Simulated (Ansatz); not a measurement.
Input:

Ta2Ni:
```cif
data_Ni4Ta8
_chemical_formula_sum 'Ta8 Ni4'
_space_group_name_H-M_alt 'I4/mcm'
_space_group_IT_number 140
_space_group_name_Hall '-I 4 2c'
_cell_length_a 6.18804
_cell_length_b 6.18804
_cell_length_c 4.84239
_cell_angle_alpha 90.000
_cell_angle_beta 90.000
_cell_angle_gamma 90.000
loop_
_atom_site_label
_atom_site_type_symbol
_atom_site_symmetry_multiplicity
_atom_site_Wyckoff_symbol
_atom_site_fract_x
_atom_site_fract_y
_atom_site_fract_z
_atom_site_occupancy
Ta1 Ta 8 h 0.34097 0.15903 0.00000 1
Ni1 Ni 4 a 0.00000 0.00000 0.25000 1
```
(The calculation used a cell of 6 atoms; values per cell refer to that cell.)

This is the r²SCAN-relaxed structure.

Question: All from plane-wave PAW r²SCAN (Ansatz code), unless another level is named. Predict the formation energy from the elements (no fitted shifts).

Answer: -24 kJ/mol-atom.

Question: Next, the density of states at the Fermi level?

Answer: 0.85 states/eV per atom (mean over ±0.08 eV).

The workflow started from an entry of the Crystallography Open Database (COD). Whether it is the stable phase at ambient conditions was not checked. Symmetry was held in the r²SCAN relaxation; whether a distortion lowers the energy is not shown. The workflow began spin-polarised and lost its moments. The references are the lowest solids computed at this level, not always the standard phases. Spin–orbit coupling is left out wherever it is not named.

Potentials: the later of the program's two PAW sets.
